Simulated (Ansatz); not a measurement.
SrZrO$_{3}$ in space group P4mm (No. 99; Sr on 1b, Zr on 1a, O on 1a, O on 2c), plane-wave PAW PBEsol (Ansatz code), all energies at zero smearing, with the estimated change up to a 700 eV cutoff added, with one set of potentials and settings (totals compare only within such a set). Cell of 5 atoms (1 Sr, 1 Zr, 3 O): -9312.357 eV.

```json
[
 {"element": "Sr", "reference phase": "Fm-3m, 1 atoms in the cell", "E (eV/atom)": "-3492.2134"},
 {"element": "Zr", "reference phase": "P6/mmm, 3 atoms in the cell", "E (eV/atom)": "-4128.6456"},
 {"element": "O", "reference phase": "C2/m, 4 atoms in the cell, spin-polarised", "E (eV/atom)": "-558.3554"}
]
```

Formation energy per atom, worked out: (-9312.357 − 1×(-3492.2134) − 1×(-4128.6456) − 3×(-558.3554))/5 = -3.286 eV/atom (-317 kJ per mol of atoms), at 0 K, without zero-point energy or fitted corrections.

The workflow started from a Materials Project entry (that database holds measured and hypothetical structures alike); the Crystallography Open Database copy checked does not list it. COD files the formula under space group No. 62, 63, 221, so this cell is another polymorph or a model. Whether it is the stable phase at ambient conditions was not checked. The cell was relaxed with PBEsol under the symmetry of its start. At this level the phase is dynamically unstable (imaginary phonons). The run is not spin-polarised. The references are the lowest solids computed at this level, not always the standard phases (solids in place of the gases).

Potentials: the later of the program's two PAW sets.
